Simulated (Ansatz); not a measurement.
# Rocksalt alloy of MgO and CdO (4 of 32 Mg sites exchanged), 64 atoms

Ansatz, PAW, plane waves. PBEsol relaxation of volume and atoms (shape held) at the single k point (¼, ¼, ¼) without its symmetry partners; single points on the relaxed atoms at the Γ point alone, onto which points of the small cell's zone fold. Arrangement: quasirandom. No spin–orbit coupling unless named.

Relaxed structure:

```
CELL_PARAMETERS angstrom
8.58822 0.00000 0.00000
0.00000 8.58822 0.00000
0.00000 0.00000 8.58822
ATOMIC_POSITIONS crystal
O 0.25050 0.99828 0.00009
O 0.25074 0.99888 0.49946
O 0.25015 0.50248 0.99995
O 0.25036 0.50079 0.49958
O 0.74947 0.98857 0.00018
O 0.75002 0.99789 0.49979
O 0.74898 0.51755 0.00062
O 0.74921 0.50200 0.49980
O 0.01216 0.25164 0.99942
O 0.00170 0.25069 0.50052
O 0.00194 0.75013 0.99797
O 0.00072 0.74934 0.50197
O 0.48757 0.25062 0.99712
O 0.49863 0.25017 0.50141
O 0.49824 0.74945 0.98649
O 0.50095 0.74887 0.51267
O 0.00290 0.00242 0.24947
O 0.00257 0.00103 0.75030
O 0.01391 0.49810 0.24973
O 0.01423 0.49912 0.75049
O 0.49871 0.01224 0.24931
O 0.49801 0.00164 0.74997
O 0.48430 0.48483 0.24858
O 0.48537 0.49681 0.74982
O 0.24831 0.24718 0.25164
O 0.24940 0.24728 0.74783
O 0.23855 0.75197 0.25032
O 0.24866 0.75232 0.74910
O 0.75254 0.23545 0.26344
O 0.75043 0.23459 0.73634
O 0.76539 0.76579 0.25268
O 0.75304 0.76441 0.74859
Mg 0.00297 0.99850 0.99983
Mg 0.00102 0.99998 0.49999
Mg 0.00774 0.50272 0.99982
Mg 0.00516 0.50008 0.50009
Mg 0.49764 0.00003 0.99760
Mg 0.49989 0.00151 0.50177
Mg 0.49210 0.50022 0.99711
Mg 0.49502 0.49760 0.50240
Mg 0.24982 0.24940 0.99968
Mg 0.24985 0.24914 0.49990
Mg 0.24839 0.75089 0.99762
Mg 0.24840 0.75039 0.50177
Mg 0.75032 0.24489 0.50001
Mg 0.75317 0.75492 0.99695
Mg 0.75301 0.75455 0.50244
Mg 0.24863 0.00131 0.25002
Mg 0.24999 0.99983 0.74949
Mg 0.24844 0.49800 0.25009
Mg 0.24975 0.50005 0.74941
Mg 0.75280 0.00036 0.25195
Mg 0.75046 0.99876 0.74791
Mg 0.00462 0.24800 0.25233
Mg 0.00481 0.24774 0.74760
Mg 0.00254 0.75250 0.25022
Mg 0.00271 0.75256 0.74967
Mg 0.49498 0.24775 0.25231
Mg 0.49500 0.24738 0.74749
Mg 0.49771 0.75253 0.74955
Cd 0.74987 0.24871 0.99999
Cd 0.75087 0.49989 0.25068
Cd 0.74993 0.50043 0.74958
Cd 0.50083 0.74998 0.24957
```

**Question.** What are the mean bond lengths by pair (pairs within 1.2 times the sum of covalent radii, less contacts 15 % beyond the pair's median; cation–cation pairs of compounds aside; long ionic contacts are cut short by that bound)?

**Answer.** Cd–O 2.249 ± 0.047 Å (standard deviation, 24 bonds); Mg–O 2.134 ± 0.046 Å (standard deviation, 168 bonds).

**Question.** What gap lies between the top filled and the lowest empty level in the single points?

**Answer.** HSE06 4.40 eV (3.2 min on 7 threads of Neoverse-V2).
